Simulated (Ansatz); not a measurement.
How the vibrations of VPt change with volume

Level of theory: DFT LDA, scalar-relativistic, plane waves, PAW (Ansatz 0.2.0). Plane waves to 420 eV; Γ-centred k mesh 16×16×12; Fermi-Dirac smearing of 0.15 eV. No spin polarisation. Phonons by linear response, acoustic sum rule imposed.

Equilibrium structure at this level:
```yaml
crystal:
  lattice:
    - [2.65488, 0.00000, 0.00000]
    - [0.00000, 2.65488, 0.00000]
    - [0.00000, 0.00000, 3.83081]
  atoms:
    - { symbol: V, position: [0.50000, 0.50000, 0.50000] }
    - { symbol: Pt, position: [0.00000, 0.00000, 0.00000] }
```

In a metal, frequencies depend on the k mesh and the smearing, soft modes most. Spin–orbit coupling is left out, which can shift energies with elements as heavy as these.

Cells at 0.98 and 1.02 times the equilibrium volume were relaxed in shape and atoms; γ = −d ln ν / d ln V, modes matched by rank.

(1) Give the optical frequencies at Γ (cm⁻¹) at the three volumes and the mode Grüneisen parameters.

(2) What pressures hold the two strained cells, and what bulk modulus follows?

Results:

(1)
| 0.98 V | V | 1.02 V | γ | degeneracy |
| --- | --- | --- | --- | --- |
| 187 | 178 | 169 | 2.46 | 2 |
| 248 | 234 | 220 | 2.96 | 1 |

(2) 5.99 GPa at 0.98 V and -5.34 GPa at 1.02 V, so B = −dP/d ln V ≈ 283 GPa.